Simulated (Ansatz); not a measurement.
The cell below belongs to a search over invented structures; it isn't taken from experiment.

Input and command of a plane-wave DFT calculation in Ansatz:

```yaml
crystal:
  lattice:
    - [6.2396142915, 0.0, 0.0]
    - [0.0, 7.1268870512, 0.0]
    - [0.0, 0.0, 3.3549941787]
  atoms:
    - { symbol: Si, position: [0.0, 0.0, 0.0] }
    - { symbol: Si, position: [0.5, 0.5, 0.5] }
    - { symbol: Sn, position: [0.1739516553, 0.3542274828, 0.0] }
    - { symbol: Sn, position: [0.8260483447, 0.6457725172, 0.0] }
    - { symbol: Sn, position: [0.6739516553, 0.1457725172, 0.5] }
    - { symbol: Sn, position: [0.3260483447, 0.8542274828, 0.5] }
basis:
  ecutwfc: 420
kpoints:
  mp_grid: { grid: [6, 6, 10] }
hamiltonian:
  xc: pbe
scf:
  occupations: { method: gaussian, width: 0.1 }
output:
  forces: true
  stress: true
  eigenvalues: true
  write_density: true
  write_potential: true
  elf: true
  volumetric_format: npy
relax:
  adjacent_minimum: "off"
  f_tol: 0.01
  max_steps: 80
  cell: { stress_tol: 0.05 }
```

```bash
ansatz run input.yaml --threads 1 --pin off --max-ram 2560MiB --backend cpu --events-out ev --progress --plain --runs-dir out
```

Processor: Intel(R) Xeon(R) Platinum 8488C (Sapphire Rapids), 1 thread, on a host shared with other jobs.

Problem. How long does it run, and how much memory does it take?

Solution. About 2.8 min, peak memory 0.74 GiB. It solves 39 bands at 96 k points (after reduction by symmetry) with about 2951 plane waves (on the last cell), in 30 SCF iterations over 6 ionic steps.
